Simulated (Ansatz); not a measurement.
KCl (rock salt, Fm-3m), plane-wave PAW LDA (Ansatz code). The conduction-band minimum lies at Γ, with 1 equivalent valley. Second derivatives d²E/dk² of the lowest band at one valley (eV·Å²), along Cartesian directions:

```csv
direction,d²E/dk²
[100],18.53
[010],18.53
[001],18.53
[110],18.54
[101],18.54
[011],18.54
```

Find the principal effective masses, the density-of-states mass and the conductivity mass.

Off-diagonal terms follow from H_xy = H[110] − (H_xx + H_yy)/2, and m*/mₑ = 7.620 eV·Å² over each eigenvalue: 0.41, 0.41, 0.41. One valley's DOS mass (m₁m₂m₃)^(1/3) = 0.41, conductivity mass 3/(Σ 1/mᵢ) = 0.41 mₑ.

What effective density of states Nc follows at 300 K for parabolic valleys?

Nc = 2.509e19 × 1 × (0.41)^(3/2) ≈ 6.6e18 cm⁻³.

With the computed static dielectric constant 4.74 (mean of the diagonal), estimate a hydrogenic donor's binding energy and radius.

E = 13.606 eV × 0.41/4.74² ≈ 250 meV; a = 0.529 Å × ε/m* ≈ 6.1 Å. Semilocal masses tend to be too small where the gap is.

With ε∞ = 2.51 and ω_LO = 222 cm⁻¹, what Fröhlich coupling constant follows?

α = (1/ε∞ − 1/ε0) √(m* × 13.606 eV/ħω_LO) = 2.7.

The LDA relaxation kept the symmetry of its start; phonons on a q-mesh show no instability.

Potentials: the later of the program's two PAW sets.
